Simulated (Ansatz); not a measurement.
Cu Kα1 powder pattern (kinematic, no thermal factors).
2θ (°) (relative intensity): 10.17 (28), 20.43 (58), 25.90 (100), 27.89 (43), 30.85 (6), 33.21 (78), 36.95 (70), 38.42 (6), 40.70 (2), 41.54 (14), 42.58 (37), 48.88 (7), 49.60 (56), 52.63 (2), 53.25 (23), 54.37 (2), 56.80 (22), 57.63 (16), 59.56 (3), 60.14 (19), 61.17 (9), 62.82 (3), 64.21 (25), 64.27 (4), 66.04 (4), 69.12 (1), 69.71 (12), 70.51 (9), 75.74 (29), 76.51 (9), 78.15 (2), 78.66 (7), 82.31 (6), 82.57 (1), 83.98 (2), 84.48 (4), 85.38 (2), 86.84 (1), 88.09 (6), 88.14 (6)

The pattern is computed from a structure relaxed with Ansatz 0.2.0, DFT PBE, scalar-relativistic, plane waves, PAW, and for the lanthanide a 4f-in-core norm-conserving potential. No spin polarisation. Its elements are F, Ge, Ho.

Give the structure.

HoGeF$_{4}$.
Space group P4/mmm (No. 123). a = 3.438 Å, b = 3.438 Å, c = 8.689 Å, α = 90.00°, β = 90.00°, γ = 90.00°
```tsv
atom	site	symmetry	x	y	z
Ho	1b	4/mmm	0.0000	0.0000	0.5000
Ge	1a	4/mmm	0.0000	0.0000	0.0000
F	2h	4mm	0.5000	0.5000	0.8666
F	2g	4mm	0.0000	0.0000	0.7285
```

A pattern alone doesn't exclude other cells with like lines; this is the one computed.

Another cell of HoGeF4 relaxed alike, in Cmmm, lies 1.00 eV/atom lower, so this cell isn't the stable form at this level.

The structure comes from a generated guess; another structure or a mixture of phases may lie lower.

The lanthanide is trivalent by construction, without f bands, f moments or other valences.
